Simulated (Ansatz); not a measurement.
LiCl (rock salt)

```
LiCl
1.0
    0.00000     2.55614     2.55614
    2.55614     0.00000     2.55614
    2.55614     2.55614     0.00000
Cl Li
1 1
Direct
  0.00000   0.00000   0.00000
  0.50000   0.50000   0.50000
```

In this cell atom 1 (Cl, nearest neighbour Li at 2.556 Å; its periodic images, 3.6 Å or more away, move with it) is moved by s along Cartesian [110], unit vector (0.707, 0.707, 0.000); all other atoms and the cell stay fixed.

Calculation: r2SCAN (plane waves to 500 eV, PAW, scalar-relativistic; Ansatz, a program for electronic structure). k mesh 9×9×9 (Γ-centred), Fermi-Dirac smearing 0.05 eV. F∥ is the force on the atom along that direction. LiCl was relaxed with its symmetry unable to fall. 

```
s (Å)   F∥ (eV/Å)
------  ---------
-0.260        ___
-0.208      0.182
-0.156      0.131
-0.104      0.085
-0.052      0.041
0.000       0.000
0.052      -0.041
0.104      -0.085
0.156      -0.131
0.208      -0.182
0.260         ___
```

Problem. What belongs in the gaps?

Solution. 
- -0.260, F∥ (eV/Å): 0.240
- 0.260, F∥ (eV/Å): -0.240

(A displaced cell: forces are minus the slopes of the energy, force constants its curvatures, and phonons follow from these.)
